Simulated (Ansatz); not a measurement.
**Lu (hcp)**

Level of theory: DFT, LDA, scalar-relativistic, no spin polarisation; plane waves to 420 eV with PAW datasets (Ansatz 0.2.0), 14×14×8 k-mesh, Gaussian smearing of 0.05 eV. The datasets are Ansatz's generated set soft_2.

```yaml
crystal:
  lattice:
    - [3.38366, 0.00000, 0.00000]
    - [-1.69183, 2.93034, 0.00000]
    - [0.00000, 0.00000, 5.23774]
  atoms:
    - { symbol: Lu, position: [0.33333, 0.66667, 0.75000] }
    - { symbol: Lu, position: [0.66667, 0.33333, 0.25000] }
```

Cell and atoms are those of this level's equilibrium.

Path: Γ–M–K–Γ–A–L–H–A | L–M | H–K, with Γ = (0.000, 0.000, 0.000), M = (0.500, 0.000, 0.000), K = (0.333, 0.333, 0.000), A = (0.000, 0.000, 0.500), L = (0.500, 0.000, 0.500), H = (0.333, 0.333, 0.500) in reciprocal vectors of the calculation's cell.

**Question.** Is it a metal or an insulator, and if it has a gap, where are the band edges on this path?

**Answer.** A metal: bands cross the Fermi level.

Bands as a text map, energy in eV from the Fermi level (dashes), each leg drawn with the same width:
```
  2.75 |****   ******  *  *******      *                         **        
  2.50 |  **  *          *     ***    *                *     * **          
  2.25 |**  *              ****  *** *                  *     *            
  2.00 |   * **         * *    ********                 **   ****          
  1.75 | *  * ******   * ** *     *    *  **           *  ***   ***        
  1.50 |          ***** *          *    **  *         *                   *
  1.25 |* *          * *     **     **       *       *  **              ** 
  1.00 | *                 **  *****  *       *     *                 **   
  0.75 |  **                                           *             *     
  0.50 |                   *           *       *****  *            **      
  0.25 |   **             *             ******* *   **    **               
  0.00 |-----**-----------*------------------------*-------***-------------
 -0.25 |    *  ****      *                       *           ******        
 -0.50 |           ** ****                        *            *   ********
 -0.75 |     *      ** ***                        *             *  ******  
 -1.00 |      **********                         *               **    ****
 -1.25 |    **    *  *    *                     *  *                       
 -1.50 |   *  ****  *                                           ***        
 -1.75 |           *   *                       *    *        ***           
 -2.00 |  *       *        *                  *             *              
 -2.25 |         *                        ****            **               
 -2.50 |**     **           **           *           *     ********        
 -2.75 |      *         *     **                                           
 -3.00 |                        *       *                                  
 -3.25 |                         *                    *                    
 -3.50 |     *                    *    *                                   
 -3.75 |                 *                             *                   
 -4.00 |                           *  *                                    
        Γ      M      K      Γ      A      L      H      AL       MH      K
```

No spin–orbit coupling, a notable omission for heavy elements. The relaxed cell is 13 % smaller in volume than the cell of this structure in the Crystallography Open Database (29.70 Å³/atom, 1969).
